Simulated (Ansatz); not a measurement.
## Relaxing a structure of NbAs

The start is a relaxed NbAs cell with one Nb and one As atom exchanged in a cell of 4 atoms. The structure is fully relaxed (lattice and positions, P = 0) with PBEsol (plane waves to 420 eV, PAW, scalar-relativistic; Ansatz, a quantum-chemistry and plane-wave program). The first steps use a coarse 9×9×9 k-mesh.

Initial structure:
```yaml
crystal:
  lattice:
    - [-1.71967, 1.71967, 5.79648]
    - [1.71967, -1.71967, 5.79648]
    - [1.71967, 1.71967, -5.79648]
  atoms:
    - { symbol: Nb, position: [0.99874, 0.99874, 0.00000] }
    - { symbol: As, position: [0.74874, 0.24874, 0.50000] }
    - { symbol: As, position: [0.41726, 0.41726, 0.00000] }
    - { symbol: Nb, position: [0.16726, 0.66726, 0.50000] }
```

Q: What is the largest force in the starting geometry, and on which atom (counted from 1)?

A: About 1.5 eV/Å, on As2, As3 (atoms numbered as listed).

Q: How does the volume change?

A: -0.5 %, from 17.14 to 17.05 Å³/atom.

Q: How do the shortest distances between atoms change?

A: The closest pairs of elements (up to four, under 3.6 Å), start → end: As–Nb 2.61 → 2.57 Å; Nb–Nb 2.60 → 3.16 Å; As–As 2.60 → 3.16 Å.

Q: Is the relaxed structure metallic? Give its gap.

A: No gap (metallic).

Q: Give the final cell and atomic positions.

A: 
```cif
data_As4Nb4
_chemical_formula_sum 'Nb4 As4'
_space_group_name_H-M_alt 'I41/amd :1'
_space_group_IT_number 141
_space_group_name_Hall 'I 4bw 2bw -1bw'
_cell_length_a 3.63273
_cell_length_b 3.63273
_cell_length_c 10.33820
_cell_angle_alpha 90.000
_cell_angle_beta 90.000
_cell_angle_gamma 90.000
loop_
_atom_site_label
_atom_site_type_symbol
_atom_site_symmetry_multiplicity
_atom_site_Wyckoff_symbol
_atom_site_fract_x
_atom_site_fract_y
_atom_site_fract_z
_atom_site_occupancy
Nb1 Nb 4 a 0.00000 0.00000 0.00000 1
As1 As 4 b 0.00000 0.00000 0.50000 1
```
(The calculation used a cell of 4 atoms; values per cell refer to that cell.)

Final values are on a 18×18×18 k-mesh of the relaxed cell. No spin polarisation in the result.

The run could not lose the symmetry of its start, so the end can be a saddle point.

The relaxed structure here is a generated cell of NbAs: the first start was made by placing the elements on the sites of a structure type, and the end was not matched to a known phase here, so it may be hypothetical.
